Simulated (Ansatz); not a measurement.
**K2H4Pt — K-41 NMR of the central transition**

Cell: a Materials Project structure (computed, not necessarily an observed phase), atoms as given.

```cif
data_K2H4Pt
_symmetry_space_group_name_H-M 'P4_2/mnm'
_symmetry_Int_Tables_number 136
_cell_length_a 5.5779
_cell_length_b 5.5779
_cell_length_c 8.1116
_cell_angle_alpha 90.000
_cell_angle_beta 90.000
_cell_angle_gamma 90.000
loop_
_atom_site_label
_atom_site_type_symbol
_atom_site_symmetry_multiplicity
_atom_site_Wyckoff_symbol
_atom_site_fract_x
_atom_site_fract_y
_atom_site_fract_z
K K 4 d 0.5000 0.0000 0.2500
H5 H 4 f 0.2092 0.2092 0.0000
H7 H 4 e 0.0000 0.0000 0.2033
Pt Pt 2 a 0.0000 0.0000 0.0000
```

One atom of each set is listed.

Method: Kohn–Sham DFT in Ansatz, PBE, plane waves and PAW (field gradients read without the response of the frozen cores, which leaves them typically 4 to 6 % off), scalar-relativistic, 420 eV cutoff, Γ-centred 6×6×4 k-points, Fermi–Dirac smearing 0.05 eV.

K-41 has I = 3/2 and Q = 73.40 mb (Pyykkö 2018); at 35.2 T its Larmor frequency is ν₀ = 38.4 MHz. Only the quadrupole interaction is simulated: positions count from each site's isotropic chemical shift, and J coupling is left out, as are shift anisotropy and dipolar coupling, which fast spinning averages.

Simulated pattern of one K site (fast magic-angle spinning, Gaussian broadening 0.08 kHz):

| offset (kHz) | height |
| --- | --- |
| -2.337 | 0 |
| -2.245 | 4 |
| -2.152 | 6 |
| -2.060 | 6 |
| -1.968 | 6 |
| -1.876 | 6 |
| -1.784 | 7 |
| -1.691 | 7 |
| -1.599 | 7 |
| -1.507 | 11 |
| -1.415 | 75 |
| -1.323 | 74 |
| -1.230 | 53 |
| -1.138 | 46 |
| -1.046 | 44 |
| -0.954 | 43 |
| -0.862 | 43 |
| -0.769 | 44 |
| -0.677 | 47 |
| -0.585 | 53 |
| -0.493 | 64 |
| -0.401 | 100 |
| -0.308 | 82 |
| -0.216 | 2 |

(1) Which |C_Q| and η does the pattern imply?

Results:

(1) The pattern spans 1.94 kHz before broadening and its centre of gravity is at -0.903 kHz, which fixes P_Q; the places of the horns and steps fix η. That gives P_Q = 1.18 MHz, |C_Q| = 1.18 MHz and η = 0.00. The sign of C_Q can't be read from the pattern.

An axis of threefold or higher order runs through K, so V_zz lies along it and η is zero.

The run took 21 s of wall time (21 s of CPU time) and 0.67 GiB at its peak, on 1 thread of Intel Xeon Platinum 8488C (Sapphire Rapids) (x86_64; 16 cores open to the job, memory cap 3.0 GiB, no GPU), a shared host with a load of 0.4 a core.
